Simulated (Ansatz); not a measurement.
The relaxed structure here is a generated cell of ZnO: the first start was made by placing the elements on the sites of a structure type, and the end was not matched to a known phase here, so it may be hypothetical. Known forms of ZnO include space group No. 186.

The end point of a relaxation of ZnO. Space group Pmma (No. 51). Computed with r2SCAN (plane waves to 500 eV, PAW, scalar-relativistic; Ansatz, a first-principles code).

```cif
data_O2Zn2
_chemical_formula_sum 'Zn2 O2'
_space_group_name_H-M_alt 'Pmma'
_space_group_IT_number 51
_space_group_name_Hall '-P 2a 2a'
_cell_length_a 5.63608
_cell_length_b 3.68291
_cell_length_c 2.83770
_cell_angle_alpha 90.000
_cell_angle_beta 90.000
_cell_angle_gamma 90.000
loop_
_space_group_symop_operation_xyz
  'x, y, z'
  '-x, -y, -z'
  '-x+1/2, -y, z'
  'x+1/2, y, -z'
  'x+1/2, -y, -z'
  '-x+1/2, y, z'
  '-x, y, -z'
  'x, -y, z'
loop_
_atom_site_label
_atom_site_type_symbol
_atom_site_symmetry_multiplicity
_atom_site_Wyckoff_symbol
_atom_site_fract_x
_atom_site_fract_y
_atom_site_fract_z
_atom_site_occupancy
Zn1 Zn 2 a 0.00000 0.00000 0.00000 1
O1 O 2 e 0.25000 0.00000 0.44806 1
```

```yaml
volume_per_atom: 14.73 Å³
band_gap: 0.63 eV, indirect (valence top at Y, conduction bottom at Γ) (no spin-orbit coupling)
smallest_direct_gap: 0.88 eV at Γ
shortest_distances: O–Zn 1.90 Å; Zn–Zn 2.82 Å; O–O 2.83 Å
k-mesh: 6×9×12
```

Band energies at high-symmetry points (eV from the VBM; labels of this space group; no spin-orbit coupling), from −5 eV up to 2.4 eV:

```
point                                  energies
-----  ----------------------------------------
Γ      -4.44 -3.16 -2.78 -2.67 -1.44 -0.25 0.63
X           -4.33 -4.33 -2.29 -2.29 -1.21 -1.21
S           -3.94 -3.94 -3.32 -3.32 -1.16 -1.16
Y            -4.62 -4.13 -2.74 -2.63 -1.96 0.00
Z                 -4.80 -4.47 -1.76 -1.44 -0.23
U           -4.56 -4.56 -2.22 -2.22 -1.59 -1.59
R           -4.35 -4.35 -2.14 -2.14 -2.08 -2.08
T                 -4.80 -4.16 -2.24 -1.96 -0.12
```

No spin polarisation in the result.

The run could not lose the symmetry of its start: the end is stationary, and may be a saddle point rather than a minimum.

It was reached from a disturbed copy of a P4/mmm (No. 123) cell, against which it lies -0.003 eV/atom.
